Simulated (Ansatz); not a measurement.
The start is a generated cell, BP built in the alpha-GeTe structure type. The cell and all atomic positions are relaxed at zero pressure with r2SCAN (plane waves to 500 eV, PAW, scalar-relativistic; Ansatz, a quantum-chemistry and plane-wave program). The first steps use a coarse 9×9×9 k-mesh.

Starting cell:
```yaml
crystal:
  lattice:
    - [1.49738, 0.86451, 2.56276]
    - [-1.49738, 0.86451, 2.56276]
    - [0.00000, -1.72903, 2.56276]
  atoms:
    - { symbol: B, position: [0.23760, 0.23760, 0.23760] }
    - { symbol: P, position: [0.76240, 0.76240, 0.76240] }
```

| Item | Result |
|---|---|
| Initial pressure | +5.6 GPa (positive: the cell is compressed) |
| Outcome | The space group goes from R3m (No. 160) to F-43m (No. 216); the end is zinc blende type, with 2 atoms in the primitive cell |
| Volume change | +17.2 %, from 9.95 to 11.67 Å³/atom |
| Shortest distances (start → end) | The closest pairs of elements (up to four, under 3.6 Å), start → end: B–P 2.04 → 1.96 Å; B–B 2.99 → 3.21 Å; P–P 2.99 → 3.21 Å |
| Optimiser moves | 17 |

The end point of the relaxation:

```cif
data_B4P4
_chemical_formula_sum 'B4 P4'
_space_group_name_H-M_alt 'F-43m'
_space_group_IT_number 216
_space_group_name_Hall 'F -4 2 3'
_cell_length_a 4.53628
_cell_length_b 4.53628
_cell_length_c 4.53628
_cell_angle_alpha 90.000
_cell_angle_beta 90.000
_cell_angle_gamma 90.000
loop_
_atom_site_label
_atom_site_type_symbol
_atom_site_symmetry_multiplicity
_atom_site_Wyckoff_symbol
_atom_site_fract_x
_atom_site_fract_y
_atom_site_fract_z
_atom_site_occupancy
B1 B 4 d 0.75000 0.75000 0.75000 1
P1 P 4 b 0.50000 0.50000 0.50000 1
```
(The calculation used a cell of 2 atoms; values per cell refer to that cell.)

Final values are on a 12×12×12 k-mesh of the relaxed cell. No spin polarisation in the result.

The run could not lose the symmetry of its start; a randomly shaken copy of 4 atoms returns to this structure.
